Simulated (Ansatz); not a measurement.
Li₂ZrN₂:
```
CELL_PARAMETERS angstrom
      3.27890     0.00000     0.00000
     -1.63945     2.83961     0.00000
      0.00000     0.00000     5.42790
ATOMIC_POSITIONS crystal
  Li 0.66667 0.33333 0.38420
  Li 0.33333 0.66667 0.61580
  Zr 0.00000 0.00000 0.00000
  N  0.66667 0.33333 0.77698
  N  0.33333 0.66667 0.22302
```

Relaxed with r²SCAN.

Q: Map the valence electron density (e/Å³), cut off at 2 on the plane through (0.667, 0.333, 0.384) spanned by u = [0, 0, 1] and v = [1, -1, 0] in lattice vectors, from DFT-r²SCAN in the program Ansatz with PAW potentials.

A: x is the fraction of u, y of v (the angle between them is 90°; rows are the nearest grid lines); atoms in the plane: Li at (0.00, 0.00), Li at (0.23, 0.67), Zr at (0.62, 0.33), N at (0.39, 0.00), N at (0.84, 0.67).
```
y \ x   0.000  0.0741  0.185  0.259  0.370  0.444  0.556  0.630  0.741  0.815  0.926   1.00
------  -----  ------  -----  -----  -----  -----  -----  -----  -----  -----  -----  -----
1.00     2.00    2.00  0.262   1.00   2.00   2.00  0.624  0.199  0.087  0.079   2.00   2.00
0.929    2.00   0.479  0.210  0.685   2.00   2.00  0.480  0.183  0.112  0.116  0.501   2.00
0.857   0.143   0.081  0.124  0.293  0.741  0.675  0.265  0.168  0.245  0.317  0.237  0.143
0.786   0.274   0.109  0.120  0.188  0.212  0.209  0.152  0.205  0.685   1.20  0.708  0.274
0.679   0.582   0.182   2.00   2.00  0.104  0.082  0.120  0.291   2.00   2.00   2.00  0.582
0.607   0.468   0.154   2.00   2.00  0.103  0.093  0.122  0.268   1.51   2.00   1.69  0.468
0.536   0.234   0.095  0.075  0.098  0.110  0.128  0.209  0.324  0.654  0.985  0.573  0.234
0.464   0.100   0.054  0.044  0.067  0.121  0.226   1.34   1.85  0.651  0.333  0.186  0.100
0.393   0.052   0.034  0.037  0.056  0.119  0.528   2.00   2.00   1.77  0.271  0.081  0.052
0.321   0.043   0.030  0.034  0.051  0.115  0.702   2.00   2.00   2.00  0.306  0.066  0.043
0.214   0.055   0.039  0.060  0.111  0.230  0.385   1.89   2.00  0.643  0.177  0.085  0.055
0.143   0.077   0.057  0.117  0.283  0.750  0.735  0.450  0.355  0.167  0.127  0.095  0.077
0.0714   2.00   0.474  0.208  0.681   2.00   2.00  0.495  0.188  0.100  0.097  0.486   2.00
0.000    2.00    2.00  0.262   1.00   2.00   2.00  0.624  0.199  0.087  0.079   2.00   2.00
```

The density is the valence pseudo-density with augmentation charge, so density and ELF within about 1 Å of a nucleus are not all-electron values.

Space group P-3m1. The first step of the workflow began from a Materials Project structure, measured or hypothetical; the Crystallography Open Database copy checked does not list it. Whether it is the stable phase at ambient conditions was not checked. The r²SCAN relaxation kept the symmetry of its start; its stability against distortions is not shown here. No spin polarisation was allowed.

Potentials: the later of the program's two PAW sets.
